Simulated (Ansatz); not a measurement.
# Relaxing Ti5Al2C3

All numbers below come from DFT r2SCAN, scalar-relativistic, plane waves, PAW in Ansatz 0.2.0. Settings: 500 eV cutoff, 12×12×12 k-mesh, Gaussian smearing of 0.10 eV, no spin polarisation.

What was changed: relaxed at -1 GPa.

Command:

```bash
ansatz run input.yaml --threads 2 --pin off --max-ram 5120MiB --backend cpu --events-out ev --progress --plain --runs-dir out
```

Input:

```yaml
crystal:
  lattice:
    - [1.5368241157, 0.8872858169, 16.2259718642]
    - [-1.5368241157, 0.8872858169, 16.2259718642]
    - [0.0, -1.7745716338, 16.2259718643]
  atoms:
    - { symbol: Ti, position: [0.5, 0.5, 0.5] }
    - { symbol: Ti, position: [0.7845029468, 0.7845029468, 0.7845029468] }
    - { symbol: Ti, position: [0.6902641809, 0.6902641809, 0.6902641809] }
    - { symbol: Ti, position: [0.3097358191, 0.3097358191, 0.3097358191] }
    - { symbol: Ti, position: [0.2154970532, 0.2154970532, 0.2154970532] }
    - { symbol: Al, position: [0.5961401055, 0.5961401055, 0.5961401055] }
    - { symbol: Al, position: [0.4038598945, 0.4038598945, 0.4038598945] }
    - { symbol: C, position: [0.8600127593, 0.8600127593, 0.8600127593] }
    - { symbol: C, position: [0.1399872407, 0.1399872407, 0.1399872407] }
    - { symbol: C, position: [0.0, 0.0, 0.0] }
basis:
  ecutwfc: 500
kpoints:
  mp_grid: { grid: [12, 12, 12] }
hamiltonian:
  xc: r2scan
scf:
  occupations: { method: gaussian, width: 0.1 }
output:
  forces: true
  stress: true
  eigenvalues: true
relax:
  adjacent_minimum: "off"
  f_tol: 0.008
  max_steps: 50
  cell: { stress_tol: 0.08, p_target: -1.0 }
```

F is the free energy. Steps run on the plane waves of an earlier cell, but the last one, and at times one on the way, on a freshly chosen basis, so a repeated geometry can differ a little in energy. The relaxation lowers the enthalpy F + PV at the target pressure, so F itself can rise.

Steps:

```
step F − F(1) (eV) largest force component (eV/Å) V (Å³/atom) P (GPa)
   1         0.0000                           0.097       13.275    -1.76
   2        -0.0044                           0.024       13.234    -1.04
   3        -0.0049                           0.008       13.227    -0.96
   4        -0.0046                           0.003       13.232    -1.00
   5        -0.0045                           0.003       13.232    -1.00
```

Relaxed structure:

```yaml
crystal:
  lattice:
    - [1.53488, 0.88616, 16.21387]
    - [-1.53488, 0.88616, 16.21387]
    - [0.00000, -1.77232, 16.21387]
  atoms:
    - { symbol: Ti, position: [0.50000, 0.50000, 0.50000] }
    - { symbol: Ti, position: [0.78460, 0.78460, 0.78460] }
    - { symbol: Ti, position: [0.69021, 0.69021, 0.69021] }
    - { symbol: Ti, position: [0.30979, 0.30979, 0.30979] }
    - { symbol: Ti, position: [0.21540, 0.21540, 0.21540] }
    - { symbol: Al, position: [0.59613, 0.59613, 0.59613] }
    - { symbol: Al, position: [0.40387, 0.40387, 0.40387] }
    - { symbol: C, position: [0.85999, 0.85999, 0.85999] }
    - { symbol: C, position: [0.14001, 0.14001, 0.14001] }
    - { symbol: C, position: [0.00000, 0.00000, 0.00000] }
```

The structure is trigonal, space group R-3m (No. 166). The conventional cell has a = 3.070 Å, b = 3.070 Å, c = 48.642 Å, α = 90.00°, β = 90.00°, γ = 120.00°. Ti (site symmetry -3m) has 6 C at 2.20 Å as nearest neighbours. Ti (site symmetry 3m) is surrounded by 3 C at 2.07 Å. Ti (site symmetry 3m) is surrounded by 3 C at 2.11 Å. Al (site symmetry 3m) has 6 Ti at 2.89 to 2.91 Å and 6 Al at 3.07 Å as nearest neighbours. Around C (site symmetry 3m) lie 6 Ti at 2.07 to 2.20 Å. C (site symmetry -3m) has 6 Ti at 2.11 Å as nearest neighbours.

The run converged. The run took 4.1 min on 2 threads of Oxide Virtual Turin-like Processor (Zen 5), with other jobs on the host, peak memory 1.5 GiB.